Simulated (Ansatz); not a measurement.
Polymorphs of S, each relaxed with DFT-LDA in the program Ansatz with PAW potentials:

A: S12-ring (Pnnm), a = 4.334 Å, b = 8.873 Å, c = 14.213 Å, α = 90.00°, β = 90.00°, γ = 90.00°

B: α-S8 (Fddd), a = 9.9673 Å, b = 12.2578 Å, c = 23.5487 Å, α = β = γ = 90.00°

C: P2/c, a = 7.867 Å, b = 12.798 Å, c = 8.626 Å, α = 90.00°, β = 121.86°, γ = 90.00°

Q: Rank these by energy per atom at 0 K (lowest first), as LDA gives it.

A: B (+0 meV/atom), C (+6 meV/atom), A (+13 meV/atom)

Q: Give each one's gap.

A: A 1.48 eV; B 1.60 eV; C 1.71 eV.

Not the usual ambient phase: A; C. Weakly bound layers, chains or molecules computed without a dispersion correction, so cells and soft constants are ill determined: A; B; C. All cells were relaxed under the symmetry of their starts (and spin orders); stability against distortions was not tested throughout.

Energies hold the estimated change up to a 700 eV cutoff; steps of a few meV lie near the error of the meshes.

Potentials: the later of the program's two PAW sets.
